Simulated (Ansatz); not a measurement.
Geometry optimisation in Ansatz: input, command and trajectory.

```yaml
crystal:
  lattice:
    - [-5.74015959, 3.82677306, 1.91338653]
    - [5.74015959, 3.82677306, -1.91338653]
    - [-1.91338653, -3.82677306, -5.74015959]
  atoms:
    - { symbol: Ni, position: [0.5502075587, 0.8496782091, 0.9066932333], spin: 2.0 }
    - { symbol: Ni, position: [0.3489628806, 0.4462503912, 0.2972908109], spin: 2.0 }
    - { symbol: Ni, position: [0.998319805, 0.9944675855, 0.9988986726], spin: 2.0 }
    - { symbol: Ni, position: [0.9058040996, 0.303914904, 0.2018652001], spin: 2.0 }
    - { symbol: Os, position: [0.0939598977, 0.6950650242, 0.7979828074] }
    - { symbol: Os, position: [0.1481844304, 0.0495531635, 0.7016418108] }
    - { symbol: Os, position: [0.2538530846, 0.7574348135, 0.4983904647] }
    - { symbol: Os, position: [0.7003820809, 0.897910857, 0.6001767608] }
    - { symbol: Os, position: [0.3997631754, 0.7967829833, 0.1994001562] }
    - { symbol: Os, position: [0.7988308525, 0.5972091874, 0.4000356933] }
    - { symbol: Os, position: [0.8532400232, 0.9540717951, 0.3060698877] }
    - { symbol: Os, position: [0.4456039695, 0.1444740449, 0.0952225862] }
    - { symbol: Os, position: [0.4995331138, 0.5007107673, 0.997705828] }
    - { symbol: Os, position: [0.958335145, 0.6516166062, 0.1046033273] }
    - { symbol: Pt, position: [0.0445074169, 0.3478171396, 0.898536648] }
    - { symbol: Pt, position: [0.19991755, 0.3986704041, 0.5981502093] }
    - { symbol: Pt, position: [0.5966649064, 0.200056408, 0.8011862062] }
    - { symbol: Pt, position: [0.6506751033, 0.5510998927, 0.7026699365] }
    - { symbol: Pt, position: [0.3015904674, 0.0999012391, 0.3954637271] }
    - { symbol: Pt, position: [0.7448122289, 0.2472002612, 0.4984895245] }
  symmetry: { detect: false }
basis:
  ecutwfc: 420
kpoints:
  mp_grid: { grid: [2, 2, 2], shift: [0.5, 0.5, 0.5] }
hamiltonian:
  xc: pbe
scf:
  occupations: { method: gaussian, width: 0.1 }
  lower_state_search: "off"
output:
  forces: true
  stress: true
  eigenvalues: true
  populations: true
magnetization:
  spin_polarized: true
relax:
  adjacent_minimum: "off"
  f_tol: 0.04
  max_steps: 50
  cell: { stress_tol: 0.3 }
```

```bash
ansatz run input.yaml --threads 4 --pin off --max-ram 9216MiB --backend cpu --events-out ev --progress --plain --runs-dir out
```

Method: DFT PBE, scalar-relativistic, plane waves, PAW in Ansatz 0.2.0.

Of 7 frames 7 are shown, positions in Å and forces in eV/Å; the SCF threshold varies from step to step. Steps run on the plane waves of an earlier cell, with a Pulay correction in the pressure. The basis is chosen afresh for the last frame, the zero of the energies, and can be on the way; energy and pressure step there, also at an unchanged geometry. The mark taken_back stands on steps that the optimiser undid.

```xyz
20
Lattice="-5.7402 3.8268 1.9134 5.7402 3.8268 -1.9134 -1.9134 -3.8268 -5.7402" Properties=species:S:1:pos:R:3:forces:R:3 pbc="T T T" step=1 free_energy_over_end_meV_per_atom=50.23 pressure_GPa=2.50
Ni   -0.0158    1.8873   -5.7776    0.2840    0.1690    0.1050
Ni   -0.0104    1.9054   -1.8926    0.1250    0.4980    0.1800
Ni   -1.9334    3.8034   -5.7265   -0.2390    0.2570    0.0750
Ni   -3.8412    3.8568   -0.0071    0.2840   -0.1480    0.0840
Os    1.9236   -0.0343   -5.7307    0.3510    1.5940   -0.8140
Os   -1.9087   -1.9283   -3.8388   -1.2510   -1.1570    0.1250
Os    1.9370    1.9627   -3.8244    0.2330   -1.2050    0.2800
Os   -0.0145    3.8196   -3.8231   -0.5890   -0.1480    1.1000
Os    1.8974    3.8159   -1.9042   -1.0640    0.3780    0.4130
Os   -1.9228    3.8115   -1.9105    0.9150    1.1410    0.7910
Os   -0.0068    5.7449   -1.9498   -0.4440   -1.1990    0.6920
Os   -1.9107    1.8937    0.0296    0.0710    0.2480   -0.0620
Os   -1.9022    0.0097   -5.7292   -0.1870   -0.3310   -1.6310
Os   -1.9608    5.7606   -0.0136    1.0490   -0.9360   -1.1620
Pt    0.0218   -1.9372   -5.7381   -1.3050   -0.3200   -0.4650
Pt   -0.0036    0.0017   -3.8138    1.2190    1.0490   -0.0350
Pt   -3.8096   -0.0171   -3.8401   -1.2720   -0.8730   -0.7770
Pt   -1.9161    1.9100   -3.8429    0.9030    0.9610   -1.0740
Pt   -1.9144    0.0231   -1.8841    1.1330   -0.7400    0.7960
Pt   -3.8102    1.8886   -1.9093   -0.2150    0.7630    1.3770
20
Lattice="-5.7239 3.9224 1.9144 5.6869 3.8769 -1.9344 -1.8786 -3.8754 -5.7491" Properties=species:S:1:pos:R:3:forces:R:3 pbc="T T T" step=2 free_energy_over_end_meV_per_atom=20.19 pressure_GPa=-0.37
Ni   -0.0004    1.9590   -5.7980    0.1360   -0.0910   -0.2160
Ni   -0.0183    1.9793   -1.9038   -0.1640    0.2210   -0.1660
Ni   -1.9385    3.9327   -5.7703   -0.0960    0.0080    0.1080
Ni   -3.8248    3.9284    0.0139    0.1730   -0.0290    0.0050
Os    1.9422    0.0884   -5.8566   -0.8040   -0.9080    0.2560
Os   -1.9977   -2.0192   -3.8306    1.2130    0.2930    0.1840
Os    1.9396    1.9012   -3.7875   -0.0200    0.6160    0.0730
Os   -0.0775    3.9054   -3.7339    0.5070    0.5160   -0.9240
Os    1.8142    3.8934   -1.9011    0.5190   -0.2140   -0.2010
Os   -1.8657    3.9870   -1.8608   -0.9830   -1.0070   -0.5730
Os   -0.0629    5.7742   -1.9140    0.6910    0.5680   -0.3250
Os   -1.9135    1.9677   -0.0179    0.2080   -0.2450    0.0660
Os   -1.8909   -0.0149   -5.8500    0.0960    0.1500    0.8230
Os   -1.8881    5.7957   -0.0917   -0.4490    0.7520    1.1050
Pt   -0.0648   -1.9785   -5.7810    0.4110   -0.1270    0.3320
Pt    0.1002    0.0866   -3.8394   -0.6580   -0.3260   -0.1080
Pt   -3.8956   -0.0595   -3.8772    0.3100    0.6470    0.5220
Pt   -1.8530    2.0418   -3.9555   -0.5240   -0.5780    0.4620
Pt   -1.8180   -0.0273   -1.8479   -0.4140    0.3730   -0.5130
Pt   -3.7924    2.0311   -1.8318   -0.1520   -0.6190   -0.9100
20
Lattice="-5.7412 3.8573 1.9091 5.7456 3.8633 -1.9079 -1.9247 -3.8624 -5.7501" Properties=species:S:1:pos:R:3:forces:R:3 pbc="T T T" step=3 free_energy_over_end_meV_per_atom=4.02 pressure_GPa=-0.94
Ni    0.0189    1.9199   -5.8143    0.0430    0.0720    0.1960
Ni   -0.0367    2.0232   -1.9181    0.1360   -0.2150    0.1190
Ni   -1.9885    3.8592   -5.7175    0.0930    0.0510   -0.1800
Ni   -3.7771    3.8273    0.0041   -0.1170    0.1000    0.0060
Os    1.8955    0.0387   -5.7958    0.2000    0.0990   -0.0940
Os   -1.9555   -2.0325   -3.8009   -0.5480   -0.0980   -0.2060
Os    1.9492    1.9275   -3.7678    0.1340   -0.2320    0.1230
Os   -0.0358    3.8658   -3.7812   -0.1170    0.1860    0.3120
Os    1.8645    3.8469   -1.8833   -0.0540   -0.0150   -0.1710
Os   -1.9024    3.8855   -1.8677    0.3530    0.5120    0.1860
Os    0.0015    5.7398   -1.8949   -0.5260   -0.3550   -0.0070
Os   -1.8887    1.9119    0.0065    0.0100    0.1190   -0.0710
Os   -1.9231   -0.0173   -5.7997   -0.0240   -0.0020   -0.2030
Os   -1.9127    5.8007   -0.0300    0.2770   -0.3830   -0.3720
Pt   -0.1011   -2.0065   -5.7715    0.0730    0.1310   -0.0780
Pt    0.0625    0.0617   -3.8316    0.0450    0.0920   -0.0040
Pt   -3.8826   -0.0581   -3.8597   -0.1520   -0.0610    0.0270
Pt   -1.8905    1.9730   -3.9179    0.1080   -0.0450   -0.0190
Pt   -1.8491   -0.0077   -1.8898   -0.0830   -0.0490    0.2010
Pt   -3.8280    1.9315   -1.8926    0.1480    0.0920    0.2340
20
Lattice="-5.8189 3.9483 1.9403 5.7308 3.7974 -1.9028 -1.8718 -3.8790 -5.7561" Properties=species:S:1:pos:R:3:forces:R:3 pbc="T T T" step=4 free_energy_over_end_meV_per_atom=10.15 pressure_GPa=-2.09 taken_back
Ni    0.0305    1.8877   -5.8199   -0.1130   -0.0570    0.2850
Ni   -0.0684    2.0165   -1.8811    0.1600   -0.0960   -0.1350
Ni   -2.0682    3.9170   -5.6893    0.2560   -0.1910   -0.0050
Ni   -3.7958    3.8516    0.0327   -0.3640    0.1990    0.0710
Os    1.9019   -0.0201   -5.7930    0.3140    0.0630   -0.2040
Os   -1.9413   -2.0201   -3.8089   -0.2790   -0.0590   -0.1550
Os    1.9926    1.8337   -3.7441   -0.3260    0.2300    0.1030
Os   -0.1225    3.9193   -3.7593    0.2450   -0.3140    0.1500
Os    1.8069    3.8290   -1.8994    0.1270   -0.0330   -0.0290
Os   -1.9455    3.9214   -1.8359    0.1380    0.3350    0.1630
Os   -0.0704    5.7606   -1.8769   -0.0960   -0.2770    0.1240
Os   -1.9343    1.9489    0.0253    0.0800    0.0950   -0.1130
Os   -1.8901   -0.0177   -5.7974   -0.4030    0.0060   -0.0470
Os   -1.9558    5.8092    0.0069    0.0300   -0.1130   -0.2650
Pt   -0.0403   -2.0264   -5.7953   -0.0560   -0.0770    0.0420
Pt    0.0485    0.0515   -3.8295    0.3510   -0.0760    0.1270
Pt   -3.9165   -0.0517   -3.8082    0.1600    0.1480   -0.1370
Pt   -1.8822    1.9710   -3.9010   -0.1810    0.2340    0.0450
Pt   -1.8573    0.0072   -1.8556   -0.0700   -0.1190   -0.1090
Pt   -3.8601    1.9825   -1.8787    0.0270    0.1020    0.0910
20
Lattice="-5.7422 3.8735 1.9002 5.7282 3.8578 -1.9109 -1.9102 -3.8541 -5.7276" Properties=species:S:1:pos:R:3:forces:R:3 pbc="T T T" step=5 free_energy_over_end_meV_per_atom=0.16 pressure_GPa=0.21
Ni    0.0213    1.9312   -5.7861   -0.0150    0.0260    0.0410
Ni   -0.0292    2.0046   -1.9044    0.0380   -0.0370   -0.0180
Ni   -1.9800    3.8848   -5.7260    0.0270   -0.0040   -0.0370
Ni   -3.7944    3.8517    0.0088   -0.0540    0.0400   -0.0010
Os    1.9026    0.0425   -5.7955    0.0250   -0.0160   -0.0110
Os   -1.9745   -2.0201   -3.8055   -0.0190   -0.0650   -0.0210
Os    1.9514    1.9086   -3.7535   -0.0510    0.0260    0.0310
Os   -0.0584    3.8943   -3.7659    0.0390   -0.0190   -0.0570
Os    1.8492    3.8524   -1.8980    0.0190   -0.0110   -0.0370
Os   -1.9008    3.9154   -1.8643    0.0620    0.0390    0.0210
Os   -0.0305    5.7400   -1.9053   -0.0420   -0.0120    0.0550
Os   -1.8965    1.9305   -0.0037    0.0150    0.0380   -0.0030
Os   -1.9131   -0.0056   -5.7917   -0.0610    0.0010    0.0120
Os   -1.9029    5.7862   -0.0474    0.0110   -0.0030    0.0070
Pt   -0.0765   -1.9828   -5.7539    0.0120    0.0000    0.0310
Pt    0.0613    0.0675   -3.8202    0.0260    0.0090    0.0050
Pt   -3.8916   -0.0449   -3.8357    0.0200    0.0040   -0.0250
Pt   -1.8791    1.9860   -3.9059   -0.0250   -0.0160   -0.0050
Pt   -1.8535   -0.0099   -1.8711   -0.0270    0.0040    0.0000
Pt   -3.8183    1.9603   -1.8763   -0.0030   -0.0050    0.0130
20
Lattice="-5.7427 3.8737 1.9027 5.7298 3.8579 -1.9098 -1.9117 -3.8572 -5.7331" Properties=species:S:1:pos:R:3:forces:R:3 pbc="T T T" step=6 free_energy_over_end_meV_per_atom=0.06 pressure_GPa=-0.08
Ni    0.0192    1.9314   -5.7846    0.0000    0.0060   -0.0020
Ni   -0.0241    1.9990   -1.9055    0.0030   -0.0020    0.0000
Ni   -1.9766    3.8805   -5.7333   -0.0050    0.0030   -0.0040
Ni   -3.8017    3.8580    0.0111   -0.0010    0.0080   -0.0070
Os    1.9043    0.0388   -5.8003   -0.0010   -0.0110    0.0000
Os   -1.9774   -2.0272   -3.8109    0.0150   -0.0130   -0.0060
Os    1.9493    1.9090   -3.7541   -0.0060   -0.0050    0.0200
Os   -0.0546    3.8900   -3.7682   -0.0040    0.0180   -0.0040
Os    1.8508    3.8518   -1.8973    0.0110    0.0020   -0.0130
Os   -1.8974    3.9159   -1.8628    0.0010   -0.0150    0.0090
Os   -0.0327    5.7377   -1.9021    0.0050    0.0080   -0.0010
Os   -1.8964    1.9323   -0.0038    0.0000    0.0050    0.0050
Os   -1.9161   -0.0099   -5.7944   -0.0100   -0.0020   -0.0030
Os   -1.9028    5.7859   -0.0451    0.0010    0.0040    0.0050
Pt   -0.0754   -1.9839   -5.7548    0.0020    0.0030    0.0240
Pt    0.0621    0.0659   -3.8223    0.0020    0.0040   -0.0050
Pt   -3.8916   -0.0467   -3.8415    0.0050   -0.0040    0.0020
Pt   -1.8811    1.9837   -3.9075   -0.0090   -0.0090    0.0030
Pt   -1.8564   -0.0113   -1.8732   -0.0070    0.0090   -0.0100
Pt   -3.8189    1.9604   -1.8735   -0.0020   -0.0100   -0.0120
20
Lattice="-5.7427 3.8737 1.9027 5.7298 3.8579 -1.9098 -1.9117 -3.8572 -5.7331" Properties=species:S:1:pos:R:3:forces:R:3 pbc="T T T" step=7 free_energy_over_end_meV_per_atom=0.00 pressure_GPa=-0.09
Ni    0.0192    1.9314   -5.7846    0.0000    0.0060   -0.0020
Ni   -0.0241    1.9990   -1.9055    0.0030   -0.0020    0.0000
Ni   -1.9766    3.8805   -5.7333   -0.0050    0.0030   -0.0040
Ni   -3.8017    3.8580    0.0111   -0.0010    0.0080   -0.0070
Os    1.9043    0.0388   -5.8003   -0.0010   -0.0110    0.0000
Os   -1.9774   -2.0272   -3.8109    0.0150   -0.0130   -0.0060
Os    1.9493    1.9090   -3.7541   -0.0060   -0.0050    0.0200
Os   -0.0546    3.8900   -3.7682   -0.0040    0.0180   -0.0040
Os    1.8508    3.8518   -1.8973    0.0110    0.0020   -0.0130
Os   -1.8974    3.9159   -1.8628    0.0010   -0.0150    0.0090
Os   -0.0327    5.7377   -1.9021    0.0050    0.0080   -0.0010
Os   -1.8964    1.9323   -0.0038    0.0000    0.0050    0.0050
Os   -1.9161   -0.0099   -5.7944   -0.0100   -0.0020   -0.0030
Os   -1.9028    5.7859   -0.0451    0.0010    0.0040    0.0050
Pt   -0.0754   -1.9839   -5.7548    0.0020    0.0030    0.0240
Pt    0.0621    0.0659   -3.8223    0.0020    0.0040   -0.0050
Pt   -3.8916   -0.0467   -3.8415    0.0050   -0.0050    0.0020
Pt   -1.8811    1.9837   -3.9075   -0.0090   -0.0090    0.0030
Pt   -1.8564   -0.0113   -1.8732   -0.0070    0.0090   -0.0100
Pt   -3.8189    1.9604   -1.8735   -0.0020   -0.0100   -0.0120
```

Time: 3.7 min on 4 threads of Intel(R) Xeon(R) Platinum 8259CL CPU @ 2.50GHz (Skylake/Cascade Lake) (shared host), peak memory 1.6 GiB.

The k mesh is coarse. Spin-orbit coupling is left out, which matters for the bands of heavy elements.